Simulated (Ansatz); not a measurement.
TiI₃:
```
CELL_PARAMETERS angstrom
      6.44748     0.00000     0.00000
      0.00000    12.51913     0.00000
      0.00000     0.00000     7.24969
ATOMIC_POSITIONS crystal
  Ti 0.72052 0.50000 0.75438
  Ti 0.27948 0.50000 0.75438
  Ti 0.22052 0.00000 0.24562
  Ti 0.77948 0.00000 0.24562
  I  0.50000 0.33877 0.59330
  I  0.50000 0.66123 0.59330
  I  0.00000 0.16123 0.40670
  I  0.00000 0.83877 0.40670
  I  0.50000 0.84670 0.09339
  I  0.50000 0.15330 0.09339
  I  0.00000 0.65330 0.90661
  I  0.00000 0.34670 0.90661
  I  0.50000 0.50000 0.07555
  I  0.00000 0.00000 0.92445
  I  0.50000 0.00000 0.55188
  I  0.00000 0.50000 0.44812
```

This is the r²SCAN+D4-relaxed structure. x, y and z are the axes in which the lattice vectors are written.

Q: All from DFT-r²SCAN+D4 in the program Ansatz with PAW potentials, unless another level is named. Predict the band gap.

A: 0.48 eV (smallest direct gap 0.49 eV).

Q: Give the conduction-band minimum.

A: on the R–T line, 33 % of the way from R (k = 0.333, 0.500, 0.500) (2 equivalent valleys).

Q: What about the valence-band maximum?

A: at R (k = 0.500, 0.500, 0.500).

Q: And the weight of the conduction-edge state by species (Voronoi cells)?

A: Ti 79 %, I 21 %.

Space group Pmmn. The workflow started from a Materials Project entry (that database holds measured and hypothetical structures alike); the Crystallography Open Database files this formula in space group No. 59, but the cells were not matched. Its standing as an ambient phase is unchecked. Symmetry was held in the r²SCAN+D4 relaxation; whether a distortion lowers the energy is not shown. The run is not spin-polarised. Spin–orbit coupling is left out wherever it is not named.

Potentials: the later of the program's two PAW sets.
